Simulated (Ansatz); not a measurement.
W (bcc (W type)), relaxed with PBE (Ansatz, a program for electronic structure, plane waves, PAW): a = b = c = 3.184 Å, α = β = γ = 90.00°.

```
Quantity              Result
--------------------  ------
B₀ by P(V) fit (GPa)     304
K_Hill (GPa)             303
G_Hill (GPa)             148
Θ_D (K)                  368
```

The same phase is relaxed and computed with r²SCAN+D4 in the same code. What are the cell and these values now?

a = b = c = 3.162 Å, α = β = γ = 90.00°.

- B₀ by P(V) fit (GPa): 324
- K_Hill (GPa): 325
- G_Hill (GPa): 164
- Θ_D (K): 385

All cells were relaxed under the symmetry of their starts (and spin orders); stability against distortions was not tested throughout. Rows with no word on spin ran without spin polarisation. Spin–orbit coupling is left out wherever it is not named.

Potentials: the later of the program's two PAW sets.

Ansatz is a plane-wave DFT program.
